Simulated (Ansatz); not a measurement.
Y2Ga9Ru3:
```yaml
crystal:
  lattice:
    - [6.38169, -3.75304, 0.00000]
    - [6.38169, 3.75304, 0.00000]
    - [0.00000, 0.00000, 9.67960]
  atoms:
    - { symbol: Y, position: [0.32555, 0.99779, 0.25000] }
    - { symbol: Y, position: [0.67445, 0.00221, 0.75000] }
    - { symbol: Y, position: [0.99779, 0.32555, 0.75000] }
    - { symbol: Y, position: [0.00221, 0.67445, 0.25000] }
    - { symbol: Ga, position: [0.86593, 0.13407, 0.25000] }
    - { symbol: Ga, position: [0.13407, 0.86593, 0.75000] }
    - { symbol: Ga, position: [0.66244, 0.01125, 0.07504] }
    - { symbol: Ga, position: [0.33756, 0.98875, 0.92496] }
    - { symbol: Ga, position: [0.33756, 0.98875, 0.57504] }
    - { symbol: Ga, position: [0.66244, 0.01125, 0.42496] }
    - { symbol: Ga, position: [0.01125, 0.66244, 0.92496] }
    - { symbol: Ga, position: [0.98875, 0.33756, 0.07504] }
    - { symbol: Ga, position: [0.98875, 0.33756, 0.42496] }
    - { symbol: Ga, position: [0.01125, 0.66244, 0.57504] }
    - { symbol: Ga, position: [0.66007, 0.33993, 0.56218] }
    - { symbol: Ga, position: [0.33993, 0.66007, 0.43782] }
    - { symbol: Ga, position: [0.33993, 0.66007, 0.06218] }
    - { symbol: Ga, position: [0.66007, 0.33993, 0.93782] }
    - { symbol: Ga, position: [0.44749, 0.33871, 0.25000] }
    - { symbol: Ga, position: [0.55251, 0.66129, 0.75000] }
    - { symbol: Ga, position: [0.33871, 0.44749, 0.75000] }
    - { symbol: Ga, position: [0.66129, 0.55251, 0.25000] }
    - { symbol: Ru, position: [0.67674, 0.67674, 0.00000] }
    - { symbol: Ru, position: [0.32326, 0.32326, 0.00000] }
    - { symbol: Ru, position: [0.32326, 0.32326, 0.50000] }
    - { symbol: Ru, position: [0.67674, 0.67674, 0.50000] }
    - { symbol: Ru, position: [0.00000, 0.00000, 0.00000] }
    - { symbol: Ru, position: [0.00000, 0.00000, 0.50000] }
```

Relaxed with r²SCAN. Special points in fractions of this cell's reciprocal vectors: Γ (0.000, 0.000, 0.000); Y (0.500, 0.500, 0.000); F0 (0.336, 0.664, 0.000); Δ0 (-0.336, 0.336, 0.000); Z (0.000, 0.000, 0.500); B0 (-0.336, 0.336, 0.500); G0 (0.336, 0.664, 0.500); T (0.500, 0.500, 0.500); S (0.000, 0.500, 0.000); R (0.000, 0.500, 0.500).

Q: List the band energies nearest the Fermi level at these points for the program Ansatz at the r²SCAN level (PAW).

A: In eV from the Fermi level; about four levels below and three above (degenerate sets whole), none deeper than 8.9 eV; points with the same levels are listed once.

```json
[
 {"k": "Γ", "below": "-0.43 -0.33 -0.18 -0.02", "above": "0.08 0.36 0.80"},
 {"k": "Y", "below": "-0.36 -0.34 -0.17 -0.03", "above": "0.20 0.28 0.59"},
 {"k": "F0", "below": "-0.08 -0.07 -0.04 -0.02", "above": "0.15 1.92 1.94"},
 {"k": "Z", "below": "-0.33 -0.33 -0.28 -0.28", "above": "0.56 0.56 0.67 0.67"},
 {"k": "B0", "below": "-0.14 -0.14 -0.04 -0.04", "above": "0.11 0.11 1.79 1.79"},
 {"k": "T", "below": "-0.23 -0.23 -0.04 -0.04", "above": "0.30 0.30 0.39 0.39"},
 {"k": "S", "below": "-0.63 -0.58 -0.53 -0.19", "above": "0.07 0.37 0.44"},
 {"k": "R", "below": "-0.65 -0.65 -0.39 -0.39", "above": "0.14 0.14 0.36 0.36"}
]
```

Space group Cmcm. The workflow started from a Materials Project entry (that database holds measured and hypothetical structures alike); the Crystallography Open Database copy checked does not list it. Its standing as an ambient phase is unchecked. Symmetry was held in the r²SCAN relaxation; its stability against distortions is not shown here. No spin polarisation was allowed. Spin–orbit coupling is left out wherever it is not named.

Potentials: the later of the program's two PAW sets.
